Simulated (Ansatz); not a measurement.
Input file for Ansatz (an electronic-structure program):

Ansatz 0.2 input:
```yaml
crystal:
  lattice:
    - [5.0815311048, 0.0, 0.0]
    - [0.0, 5.0815311048, 0.0]
    - [0.0, 0.0, 3.4435761323]
  atoms:
    - { symbol: Pb, position: [0.0, 0.0, 0.0] }
    - { symbol: Pb, position: [0.5, 0.5, 0.5] }
    - { symbol: O, position: [0.3079507833, 0.3079507833, 0.0] }
    - { symbol: O, position: [0.6920492167, 0.6920492167, 0.0] }
    - { symbol: O, position: [0.1920492167, 0.8079507833, 0.5] }
    - { symbol: O, position: [0.8079507833, 0.1920492167, 0.5] }
kpoints:
  mp_grid: { grid: [14, 14, 21] }
hamiltonian:
  xc: pbe
  pseudopotentials: { kind: paw }
scf:
  occupations: { method: fermi_dirac, width: 0.1 }
elastic: { mode: relaxed_ion, stencil: two_point, amplitude: 0.005, f_tol: 0.0005 }
```

Output (shortened):

```
Pseudopotential: Pb, paw, valence charge 14
Pseudopotential: O, paw, valence charge 6
Functional definition: PBE
Crystal: 6 atoms, lattice volume = 88.920 Å³
Basis set: ecut = 420 eV, 1747 PW (Γ), exchange–correlation on 72×72×48 points (8 copies of the dense FFT grid, shifted against one another)
Bands: 32, of which v1, the nominal top of the filled ones, is band 26 counted from 1 (25 counted from 0)
Symmetry: 16 space group operations
Space group: P42/mnm (ITA 136), of the structure as read, at distance tolerance 4.5e-5 Å
k-points: 396 of 4116
SCF 1 converged in 13 iterations: F = -26077.469639 eV  dr2 = 1.36e-14
relax step   1: F+E_penalty+E_count = -26077.46963857 eV  Δ(F+E_penalty+E_count) = +0.000e0 eV  max|allowed force component| = 2.482e-3 eV/Å  Δτ_max = 0.0000 Å  (13 SCF iters, accepted)
Crystal: 6 atoms, lattice volume = 88.920 Å³
SCF 2 converged in 10 iterations: F = -26077.469640 eV  dr2 = 8.34e-14
relax step   2: F+E_penalty+E_count = -26077.46964034 eV  Δ(F+E_penalty+E_count) = -1.770e-6 eV  max|allowed force component| = 4.822e-4 eV/Å  Δτ_max = 0.0002 Å  (10 SCF iters, accepted)
Crystal: 6 atoms, lattice volume = 88.920 Å³
SCF 3 converged in 10 iterations: F = -26077.469640 eV  dr2 = 4.22e-17
Crystal: 6 atoms, lattice volume = 88.475 Å³
Basis set: ecut = 420 eV, 1735 PW (Γ), exchange–correlation on 72×72×48 points (8 copies of the dense FFT grid, shifted against one another)
Symmetry: 8 space group operations
k-points: 704 of 4116
SCF 4 converged in 13 iterations: F = -26077.468582 eV  dr2 = 4.78e-14
relax step   1: F+E_penalty+E_count = -26077.46858194 eV  Δ(F+E_penalty+E_count) = +0.000e0 eV  max|allowed force component| = 8.816e-3 eV/Å  Δτ_max = 0.0000 Å  (13 SCF iters, accepted)
Crystal: 6 atoms, lattice volume = 88.475 Å³
SCF 5 converged in 10 iterations: F = -26077.468603 eV  dr2 = 1.77e-14
relax step   2: F+E_penalty+E_count = -26077.46860325 eV  Δ(F+E_penalty+E_count) = -2.131e-5 eV  max|allowed force component| = 9.903e-4 eV/Å  Δτ_max = 0.0010 Å  (10 SCF iters, accepted)
Crystal: 6 atoms, lattice volume = 88.475 Å³
SCF 6 converged in 9 iterations: F = -26077.468609 eV  dr2 = 4.47e-14
relax step   3: F+E_penalty+E_count = -26077.46860855 eV  Δ(F+E_penalty+E_count) = -5.299e-6 eV  max|allowed force component| = 1.379e-3 eV/Å  Δτ_max = 0.0011 Å  (9 SCF iters, accepted)
Crystal: 6 atoms, lattice volume = 88.475 Å³
SCF 7 converged in 11 iterations: F = -26077.468653 eV  dr2 = 7.76e-15
relax step   4: F+E_penalty+E_count = -26077.46865316 eV  Δ(F+E_penalty+E_count) = -4.461e-5 eV  max|allowed force component| = 1.876e-3 eV/Å  Δτ_max = 0.0187 Å  (11 SCF iters, accepted)
Crystal: 6 atoms, lattice volume = 88.475 Å³
SCF 8 converged in 9 iterations: F = -26077.468654 eV  dr2 = 2.92e-14
relax step   5: F+E_penalty+E_count = -26077.46865416 eV  Δ(F+E_penalty+E_count) = -1.000e-6 eV  max|allowed force component| = 3.495e-4 eV/Å  Δτ_max = 0.0003 Å  (9 SCF iters, accepted)
Crystal: 6 atoms, lattice volume = 88.475 Å³
SCF 9 converged in 9 iterations: F = -26077.468654 eV  dr2 = 7.24e-14
Crystal: 6 atoms, lattice volume = 89.364 Å³
Basis set: ecut = 420 eV, 1751 PW (Γ), exchange–correlation on 72×72×48 points (8 copies of the dense FFT grid, shifted against one another)
SCF 10 converged in 13 iterations: F = -26077.468918 eV  dr2 = 5.16e-14
relax step   1: F+E_penalty+E_count = -26077.46891763 eV  Δ(F+E_penalty+E_count) = +0.000e0 eV  max|allowed force component| = 8.390e-3 eV/Å  Δτ_max = 0.0000 Å  (13 SCF iters, accepted)
Crystal: 6 atoms, lattice volume = 89.364 Å³
SCF 11 converged in 12 iterations: F = -26077.468934 eV  dr2 = 2.51e-14
relax step   2: F+E_penalty+E_count = -26077.46893427 eV  Δ(F+E_penalty+E_count) = -1.664e-5 eV  max|allowed force component| = 1.224e-3 eV/Å  Δτ_max = 0.0213 Å  (12 SCF iters, accepted)
Crystal: 6 atoms, lattice volume = 89.364 Å³
SCF 12 converged in 11 iterations: F = -26077.468962 eV  dr2 = 1.47e-14
relax step   3: F+E_penalty+E_count = -26077.46896211 eV  Δ(F+E_penalty+E_count) = -2.784e-5 eV  max|allowed force component| = 4.763e-4 eV/Å  Δτ_max = 0.0109 Å  (11 SCF iters, accepted)
Crystal: 6 atoms, lattice volume = 89.364 Å³
SCF 13 converged in 10 iterations: F = -26077.468962 eV  dr2 = 7.41e-17
Crystal: 6 atoms, lattice volume = 88.475 Å³
Basis set: ecut = 420 eV, 1731 PW (Γ), exchange–correlation on 72×72×48 points (8 copies of the dense FFT grid, shifted against one another)
SCF 14 converged in 13 iterations: F = -26077.467499 eV  dr2 = 1.79e-14
relax step   1: F+E_penalty+E_count = -26077.46749865 eV  Δ(F+E_penalty+E_count) = +0.000e0 eV  max|allowed force component| = 1.114e-2 eV/Å  Δτ_max = 0.0000 Å  (13 SCF iters, accepted)
Crystal: 6 atoms, lattice volume = 88.475 Å³
SCF 15 converged in 10 iterations: F = -26077.467535 eV  dr2 = 3.63e-15
relax step   2: F+E_penalty+E_count = -26077.46753505 eV  Δ(F+E_penalty+E_count) = -3.640e-5 eV  max|allowed force component| = 2.019e-4 eV/Å  Δτ_max = 0.0012 Å  (10 SCF iters, accepted)
Crystal: 6 atoms, lattice volume = 88.475 Å³
SCF 16 converged in 10 iterations: F = -26077.467535 eV  dr2 = 3.84e-16
Crystal: 6 atoms, lattice volume = 89.364 Å³
Basis set: ecut = 420 eV, 1755 PW (Γ), exchange–correlation on 72×72×48 points (8 copies of the dense FFT grid, shifted against one another)
SCF 17 converged in 13 iterations: F = -26077.468410 eV  dr2 = 2.07e-14
relax step   1: F+E_penalty+E_count = -26077.46841007 eV  Δ(F+E_penalty+E_count) = +0.000e0 eV  max|allowed force component| = 8.798e-3 eV/Å  Δτ_max = 0.0000 Å  (13 SCF iters, accepted)
Crystal: 6 atoms, lattice volume = 89.364 Å³
SCF 18 converged in 9 iterations: F = -26077.468434 eV  dr2 = 3.10e-14
relax step   2: F+E_penalty+E_count = -26077.46843361 eV  Δ(F+E_penalty+E_count) = -2.354e-5 eV  max|allowed force component| = 3.184e-4 eV/Å  Δτ_max = 0.0009 Å  (9 SCF iters, accepted)
Crystal: 6 atoms, lattice volume = 89.364 Å³
SCF 19 converged in 10 iterations: F = -26077.468434 eV  dr2 = 8.04e-17
Crystal: 6 atoms, lattice volume = 88.919 Å³
Basis set: ecut = 420 eV, 1743 PW (Γ), exchange–correlation on 72×72×48 points (8 copies of the dense FFT grid, shifted against one another)
Symmetry: 4 space group operations
k-points: 1184 of 4116
SCF 20 converged in 11 iterations: F = -26077.469321 eV  dr2 = 7.92e-14
relax step   1: F+E_penalty+E_count = -26077.46932086 eV  Δ(F+E_penalty+E_count) = +0.000e0 eV  max|allowed force component| = 1.093e-2 eV/Å  Δτ_max = 0.0000 Å  (11 SCF iters, accepted)
Crystal: 6 atoms, lattice volume = 88.919 Å³
SCF 21 converged in 9 iterations: F = -26077.469352 eV  dr2 = 4.55e-14
relax step   2: F+E_penalty+E_count = -26077.46935195 eV  Δ(F+E_penalty+E_count) = -3.110e-5 eV  max|allowed force component| = 2.953e-3 eV/Å  Δτ_max = 0.0011 Å  (9 SCF iters, accepted)
Crystal: 6 atoms, lattice volume = 88.919 Å³
SCF 22 converged in 8 iterations: F = -26077.469354 eV  dr2 = 3.63e-14
relax step   3: F+E_penalty+E_count = -26077.46935441 eV  Δ(F+E_penalty+E_count) = -2.453e-6 eV  max|allowed force component| = 3.896e-5 eV/Å  Δτ_max = 0.0004 Å  (8 SCF iters, accepted)
Crystal: 6 atoms, lattice volume = 88.919 Å³
SCF 23 converged in 9 iterations: F = -26077.469354 eV  dr2 = 8.62e-15
Crystal: 6 atoms, lattice volume = 88.919 Å³
SCF 24 converged in 11 iterations: F = -26077.469321 eV  dr2 = 7.90e-14
relax step   1: F+E_penalty+E_count = -26077.46932086 eV  Δ(F+E_penalty+E_count) = +0.000e0 eV  max|allowed force component| = 1.093e-2 eV/Å  Δτ_max = 0.0000 Å  (11 SCF iters, accepted)
Crystal: 6 atoms, lattice volume = 88.919 Å³
SCF 25 converged in 9 iterations: F = -26077.469354 eV  dr2 = 8.70e-14
relax step   2: F+E_penalty+E_count = -26077.46935436 eV  Δ(F+E_penalty+E_count) = -3.350e-5 eV  max|allowed force component| = 7.156e-5 eV/Å  Δτ_max = 0.0015 Å  (9 SCF iters, accepted)
Crystal: 6 atoms, lattice volume = 88.919 Å³
SCF 26 converged in 7 iterations: F = -26077.469354 eV  dr2 = 7.78e-15
Crystal: 6 atoms, lattice volume = 88.919 Å³
Basis set: ecut = 420 eV, 1745 PW (Γ), exchange–correlation on 72×72×48 points (8 copies of the dense FFT grid, shifted against one another)
k-points: 627 of 4116
SCF 27 converged in 15 iterations: F = -26077.468806 eV  dr2 = 1.54e-14
relax step   1: F+E_penalty+E_count = -26077.46880567 eV  Δ(F+E_penalty+E_count) = +0.000e0 eV  max|allowed force component| = 5.457e-3 eV/Å  Δτ_max = 0.0000 Å  (15 SCF iters, accepted)
Crystal: 6 atoms, lattice volume = 88.919 Å³
SCF 28 converged in 10 iterations: F = -26077.468810 eV  dr2 = 9.73e-14
relax step   2: F+E_penalty+E_count = -26077.46881008 eV  Δ(F+E_penalty+E_count) = -4.409e-6 eV  max|allowed force component| = 2.509e-3 eV/Å  Δτ_max = 0.0006 Å  (10 SCF iters, accepted)
Crystal: 6 atoms, lattice volume = 88.919 Å³
SCF 29 converged in 10 iterations: F = -26077.468811 eV  dr2 = 1.21e-14
relax step   3: F+E_penalty+E_count = -26077.46881125 eV  Δ(F+E_penalty+E_count) = -1.171e-6 eV  max|allowed force component| = 2.573e-7 eV/Å  Δτ_max = 0.0002 Å  (10 SCF iters, accepted)
Crystal: 6 atoms, lattice volume = 88.919 Å³
SCF 30 converged in 9 iterations: F = -26077.468811 eV  dr2 = 7.56e-14
Crystal: 6 atoms, lattice volume = 88.919 Å³
SCF 31 converged in 15 iterations: F = -26077.468806 eV  dr2 = 1.30e-14
relax step   1: F+E_penalty+E_count = -26077.46880567 eV  Δ(F+E_penalty+E_count) = +0.000e0 eV  max|allowed force component| = 5.457e-3 eV/Å  Δτ_max = 0.0000 Å  (15 SCF iters, accepted)
Crystal: 6 atoms, lattice volume = 88.919 Å³
SCF 32 converged in 10 iterations: F = -26077.468811 eV  dr2 = 4.19e-14
relax step   2: F+E_penalty+E_count = -26077.46881124 eV  Δ(F+E_penalty+E_count) = -5.573e-6 eV  max|allowed force component| = 1.597e-4 eV/Å  Δτ_max = 0.0004 Å  (10 SCF iters, accepted)
Crystal: 6 atoms, lattice volume = 88.919 Å³
SCF 33 converged in 8 iterations: F = -26077.468811 eV  dr2 = 6.04e-14
SCF converged after 10 iterations
Stability not checked: this state was not tested for a lower state beside it, because too few of the mixer's solves of this state at the end of the SCF gave a …
Free energy (F): -26077.469640 eV
Harris-Foulkes:  -26077.469640 eV  (|F-HF|=7.28e-12)
Internal energy: -26077.445779 eV  (E = F + TS)
E sigma→0 (E₀):  -26077.457709 eV
Entropy (-TS):   -0.023862 eV (-3.977 meV/atom)
Fermi energy:    7.409374 eV
--- Per-component energies (eV) ---
  E_band       = -117.252645
  E_kinetic    = 1276.407998
  E_local      = -3526.068354  (includes V_loc(G=0)·N_el)
  E_nonlocal   = 903.198232
  E_hartree    = 1352.826282
  E_xc         = -725.745953
  E_vxc        = -628.813073  (∫ρ·V_xc dr)
  E_paw        = -21465.895232  (= ΣΔE_a)
  E_vpaw       = -847.639483  (= ΣTr[D̂ρ^β])
  E_aug_tail   = 0.009471  (compensation charges beyond the density's cutoff)
  E_ewald      = -3892.178222
  E_smearing   = -0.023862  (= −TS)
  E_closure    =  0.000000  (closes the sum)
  Σ components = -26077.469640   (vs F -26077.469640, Δ=0.00e0)
--- Forces (eV/Å), atoms counted from 1 ---
  atom   1  Pb     0.00000000     0.00000000     0.00000000
  atom   2  Pb     0.00000000     0.00000000     0.00000000
  atom   3  O     -0.00048223    -0.00048223     0.00000000
  atom   4  O      0.00048223     0.00048223     0.00000000
  atom   5  O      0.00048223    -0.00048223     0.00000000
  atom   6  O     -0.00048223     0.00048223     0.00000000
  max |Σ_I F_I| component: 3.47e-18 eV/Å
--- Stress (GPa, compression-positive) ---
        0.058215       0.000000       0.000000
        0.000000       0.058215       0.000000
        0.000000       0.000000       0.155817
  P = ⅓ Tr σ = 0.0907 GPa (0.907 kbar)
--- Band table (eV; the first three rows and the last of 396) ---
  k-point 0: bands = ["-10.6986", "-10.6593", "-9.1051", "-9.1051", "-8.2216", "-8.0670", "-8.0352", "-8.0352", "-7.8848", "-7.7990", "-7.7663", "-7.7393", "-7.7393", "-5.8220", "-0.6268", "4.1235", "4.1504", "4.1504", "4.9685", "5.3573", "5.5793", "6.5540", …
  k-point 1: bands = ["-10.6820", "-10.6472", "-9.1659", "-9.1659", "-8.2182", "-8.0615", "-7.9674", "-7.9674", "-7.8836", "-7.7982", "-7.7664", "-7.7372", "-7.7372", "-5.8376", "-0.6356", "4.1159", "4.1673", "4.1673", "4.6632", "5.3664", "5.7225", "6.5399", …
  k-point 2: bands = ["-10.6330", "-10.6116", "-9.3117", "-9.3117", "-8.2079", "-8.0453", "-7.8799", "-7.8305", "-7.8305", "-7.7958", "-7.7667", "-7.7018", "-7.7018", "-5.8850", "-0.6594", "4.0951", "4.1304", "4.2165", "4.2165", "5.3938", "5.7977", "6.3238", …
  k-point 395: bands = ["-10.3113", "-10.3113", "-9.9334", "-9.9334", "-7.8849", "-7.8849", "-7.7905", "-7.7905", "-7.7451", "-7.7451", "-7.3608", "-7.3608", "-6.2627", "-6.2627", "-0.3791", "-0.3791", "3.5473", "3.5473", "5.3575", "5.3575", "5.3657", …
--- Elastic constants: 4 strain directions × 2 members + reference (group order 16) ---
  dense FFT box of the reference and of every strained cell: 36×36×24
  strains applied: 11, 33, 23, 12; error gains …
  reference relaxed by the batch: 2 steps …
  largest displacement 2.1e-4 Å; the constants are those of the deck's cell at these positions:
  atoms:
    - { symbol: Pb, position: [0.0, 0.0, 0.0] }
    - { symbol: Pb, position: [0.5000000000000001, 0.5000000000000001, 0.5] }
    - { symbol: O, position: [0.3079214010275627, 0.3079214010275627, 0.0] }
    - { symbol: O, position: [0.6920785989724374, 0.6920785989724374, 0.0] }
    - { symbol: O, position: [0.19207859897243734, 0.8079214010275628, 0.5] }
    - { symbol: O, position: [0.8079214010275628, 0.19207859897243734, 0.5] }
  C = ∂σ_k/∂η_j (tension-positive GPa; Voigt order 11 22 33 23 13 12):
       119.021     93.150     98.890      0.000      0.000      0.000
        93.150    119.021     98.890      0.000      0.000      0.000
        97.957     97.957    235.779      0.000      0.000      0.000
         0.000      0.000      0.000     39.270      0.000      0.000
         0.000      0.000      0.000      0.000     39.270      0.000
         0.000      0.000      0.000      0.000      0.000    122.025
  reference stress σ⁰ (GPa):     -0.058     -0.058     -0.156      0.000      0.000      0.000
  moduli (Voigt/Reuss/Hill, GPa): K = 117.09/105.68/111.39   G = 52.37/31.38/41.87   E = 111.63   ν = 0.333
  mechanically stable: yes (min eigenvalue of sym C = 25.87 GPa)
  strain η (Voigt 11):  stress-route row diagonal C_11 = 119.02 GPa, energy-path curvature d²(F+E_count+ΔE)/dδ²/Ω₀ = 119.62 GPa
         δ    σ_11 (GPa)             F (eV)   n_scf  n_hpsi   n_pw
    -5.000e-3      -0.6461      -26077.4686542       9  420233   1750   relax 5 steps, max|allowed force component| 3.49e-4 eV/Å
     5.000e-3       0.5441      -26077.4689621      10  437984   1762   relax 3 steps, max|allowed force component| 4.76e-4 eV/Å
  strain η (Voigt 33):  stress-route row diagonal C_33 = 235.78 GPa, energy-path curvature d²(F+E_count+ΔE)/dδ²/Ω₀ = 235.76 GPa
         δ    σ_33 (GPa)             F (eV)   n_scf  n_hpsi   n_pw
    -5.000e-3      -1.3576      -26077.4675350      10  250347   1746   relax 2 steps, max|allowed force component| 2.02e-4 eV/Å
     5.000e-3       1.0002      -26077.4684336      10  244855   1765   relax 2 steps, max|allowed force component| 3.18e-4 eV/Å
  strain η (Voigt 23):  stress-route row diagonal C_44 = 39.27 GPa, energy-path curvature d²(F+E_count+ΔE)/dδ²/Ω₀ = 39.33 GPa
         δ    σ_23 (GPa)             F (eV)   n_scf  n_hpsi   n_pw
    -5.000e-3      -0.1963      -26077.4693544       9  702183   1756   relax 3 steps, max|allowed force component| 3.90e-5 eV/Å
     5.000e-3       0.1964      -26077.4693544       7  664496   1756   relax 2 steps, max|allowed force component| 7.16e-5 eV/Å
  strain η (Voigt 12):  stress-route row diagonal C_66 = 122.02 GPa, energy-path curvature d²(F+E_count+ΔE)/dδ²/Ω₀ = 122.06 GPa
         δ    σ_12 (GPa)             F (eV)   n_scf  n_hpsi   n_pw
    -5.000e-3      -0.6101      -26077.4688113       9  376316   1754   relax 3 steps, max|allowed force component| 2.57e-7 eV/Å
     5.000e-3       0.6101      -26077.4688112       8  358878   1754   relax 2 steps, max|allowed force component| 1.60e-4 eV/Å
```

Cost: about 60 core-minutes (a rough figure) on shared cores.

Space group P4_2/mnm (rutile). The cell was relaxed with PBE under the symmetry of its start; of distortions, only those at the zone centre were tested. As this level gives no gap, shear constants depend on the k-mesh and smearing (Fermi–Dirac, 0.1 eV here). Spin–orbit coupling is left out wherever it is not named.

Potentials: the later of the program's two PAW sets.

Ansatz is a plane-wave DFT program.
